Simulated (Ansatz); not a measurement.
ZnGaNO in space group P3m1 (No. 156; Ga on 1b, N on 1b, Zn on 1c, O on 1c), plane-wave PAW r²SCAN (Ansatz code), all energies at zero smearing, with the estimated change up to a 700 eV cutoff added, with one set of potentials and settings (totals compare only within such a set). Cell of 4 atoms (1 Ga, 1 N, 1 Zn, 1 O): -8070.191 eV.

```tsv
element	reference phase	E (eV/atom)
Ga	Cmce, 4 atoms in the cell	-3790.2722
N	Pa-3, 8 atoms in the cell	-384.8341
Zn	P6_3/mmc, 2 atoms in the cell	-3325.6811
O	C2/m, 4 atoms in the cell, spin-polarised	-566.0346
```

Formation energy per atom, worked out: (-8070.191 − 1×(-3790.2722) − 1×(-384.8341) − 1×(-3325.6811) − 1×(-566.0346))/4 = -0.842 eV/atom (-81 kJ per mol of atoms), at 0 K, without zero-point energy or fitted corrections.

The start of the workflow was typed in or built on a structure type; the Crystallography Open Database copy checked does not list it. Whether it is the stable phase at ambient conditions was not checked. The r²SCAN relaxation kept the symmetry of its start; its stability against distortions is not shown here. The references are the lowest solids computed at this level, not always the standard phases (solids in place of the gases).

Potentials: the earlier of the program's two PAW sets.
